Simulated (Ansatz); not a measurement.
The start is a randomly generated symmetric cell of Sn (space group No. 21). A full variable-cell relaxation at zero pressure is run with PBEsol (plane waves to 420 eV, PAW, scalar-relativistic; Ansatz, an electronic-structure program). The first steps use a coarse 9×9×4 k-mesh.

The start:
```
Sn
1.0
    2.30250    -3.35496     0.00000
    2.30250     3.35496     0.00000
    0.00000     0.00000     8.44047
Sn
4
Direct
  0.00000   0.50000   0.54515
  0.50000   0.00000   0.45485
  0.76069   0.76069   0.00000
  0.23931   0.23931   0.00000
```

Q: How large is the pressure on the unrelaxed cell, and of which sign?

A: +18.3 GPa (positive: the cell is compressed).

Q: Which atoms feel the largest initial force, and how large is it?

A: 5.19 eV/Å, on Sn3, Sn4 (atoms numbered as listed).

Q: Does the structure survive the relaxation? Give the final space group.

A: The space group goes from C222 (No. 21) to P6/mmm (No. 191); the end is AFLOW prototype A_hP1_191_a (A_f, as in Sn), with 1 atom in the primitive cell.

Q: By how much does the energy per atom fall from start to end?

A: 1.68 eV/atom.

Q: How does the volume per atom move from start to end?

A: -17.4 %, from 32.60 to 26.92 Å³/atom.

Q: How do the shortest distances between atoms change?

A: The closest pairs of elements (up to four, under 3.6 Å), start → end: Sn–Sn 2.20 → 3.03 Å.

Q: Is the relaxed structure metallic? Give its gap.

A: Zero (metallic).

Q: What does it relax into? Give the structure.

A: 
```cif
data_Sn
_chemical_formula_sum 'Sn1'
_space_group_name_H-M_alt 'P6/mmm'
_space_group_IT_number 191
_space_group_name_Hall '-P 6 2'
_cell_length_a 3.20433
_cell_length_b 3.20433
_cell_length_c 3.02712
_cell_angle_alpha 90.000
_cell_angle_beta 90.000
_cell_angle_gamma 120.000
loop_
_atom_site_label
_atom_site_type_symbol
_atom_site_symmetry_multiplicity
_atom_site_Wyckoff_symbol
_atom_site_fract_x
_atom_site_fract_y
_atom_site_fract_z
_atom_site_occupancy
Sn1 Sn 1 b 0.00000 0.00000 0.50000 1
```

Final values are on a 17×17×15 k-mesh of the relaxed cell. No spin polarisation in the result.

The run could not lose the symmetry of its start, so the end can be a saddle point.

The relaxed structure here is a generated cell of Sn: the first start was made by a random draw of sites in a space group, and the end was not matched to a known phase here, so it may be hypothetical. Known forms of Sn include space group No. 141, 227.
